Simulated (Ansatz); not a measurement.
Starting cell, CdTe (zinc blende):

```
CdTe
1.0
    0.00000     3.30902     3.30902
    3.30902     0.00000     3.30902
    3.30902     3.30902     0.00000
Te Cd
1 1
Direct
  0.75000   0.75000   0.75000
  0.00000   0.00000   0.00000
```

In each cell atom 1 (Te, nearest neighbour Cd at 2.866 Å; its periodic images, 4.7 Å or more away, move with it) moves by s·(0.000, 0.000, 1.000) (along Cartesian z), the rest being held.

Computed with PBE (plane waves to 420 eV, PAW, scalar-relativistic; Ansatz, a program for electronic structure). k mesh 7×7×7 (Γ-centred), Fermi-Dirac smearing 0.05 eV. The energy includes the smearing's −TS. CdTe was relaxed with its symmetry unable to fall. Spin-orbit coupling is left out, though Te is heavy. ΔE is measured from the undisplaced structure.

| s (Å) | ΔE (meV/cell) |
|---|---|
| -0.290 | 154.0 |
| -0.232 | 99.1 |
| -0.174 | 56.0 |
| -0.116 | withheld |
| -0.058 | 6.3 |
| 0.000 | 0.0 |
| 0.058 | 6.3 |
| 0.116 | withheld |
| 0.174 | 56.0 |
| 0.232 | 99.1 |
| 0.290 | 154.0 |

**Question.** Fit an even polynomial form (powers 2, 4) to the given rows and predict ΔE at s = 0.116.

**Answer.** Least squares on the 9 given rows: ΔE = (1860)·s² + (-341.4)·s⁴, in meV/cell with s in Å; root-mean-square residual 0.03 meV/cell. At 0.116 the fit gives 25.0 meV/cell; the calculation gives 25.0 meV/cell, the same to the digits shown. The quadratic term alone would give 25.0 meV/cell.

(For displaced atoms, the force is minus the slope of the energy, and its curvature is a force constant, which sets phonon frequencies.)
